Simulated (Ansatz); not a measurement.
Generalised stacking fault of LiF (rock salt) on the {110} plane. The cell below holds the perfect crystal with the plane normal along z; tilting its third vector by the shift puts one fault into each cell, between planes 1.44 Å apart, at fixed cell height.

```yaml
crystal:
  lattice:
    - [2.87642, 0.00000, 0.00000]
    - [0.00000, 4.06787, 0.00000]
    - [1.43821, 2.03393, 4.31462]
  atoms:
    - { symbol: F, position: [0.00000, 0.00000, 0.83333] }
    - { symbol: F, position: [0.33333, 0.33333, 0.16667] }
    - { symbol: F, position: [0.66667, 0.66667, 0.50000] }
    - { symbol: Li, position: [0.00000, 0.50000, 0.83333] }
    - { symbol: Li, position: [0.33333, 0.83333, 0.16667] }
    - { symbol: Li, position: [0.66667, 0.16667, 0.50000] }
```

In-plane vectors a = (2.876, 0.000) Å, b = (0.000, 4.068) Å, area 11.70 Å². The shift is s times the vector a + b (length 4.982 Å), so s = 1 restores the start. Atoms relax along the normal only. γ = [E(shift) − E(0)] / area.

These are PBE (plane waves to 420 eV, PAW, scalar-relativistic; Ansatz, a first-principles code) values and carry that method's errors. k mesh 10×10×10 (Γ-centred), Fermi-Dirac smearing 0.05 eV. E is the zero-smearing estimate. Some relaxations began with atoms very close together and may have settled on another branch. Faults lie only 4.3 Å apart, and holding the cell height raises γ above its relaxed value. LiF was relaxed with its symmetry unable to fall. The zero of γ is zero shift.

| s | γ (mJ/m²) |
|---|---|
| 0.000 | 0 |
| 0.083 | 325 |
| 0.167 | 1166 |
| 0.250 | withheld |
| 0.333 | 3518 |
| 0.417 | 4420 |
| 0.500 | 4759 |
| 0.583 | 4420 |
| 0.667 | 3518 |
| 0.750 | withheld |
| 0.833 | 1166 |
| 0.917 | 325 |

Q: Fit a Fourier form (three harmonics of 1 − cos and sin) to the given rows and predict γ at s = 0.250.

A: Least squares on the 10 given rows: γ = (2369.1)·[1 − cos(2πs)] + (-24.4)·[1 − cos(4πs)], in mJ/m²; root-mean-square residual 14.6 mJ/m². At 0.250 the fit gives 2320 mJ/m²; the calculation gives 2326 mJ/m², so the interpolation is off by -6 (-0.3 %). 

(The slope of γ gives the shear force per area between the displaced halves; near zero shift its curvature is an elastic stiffness.)
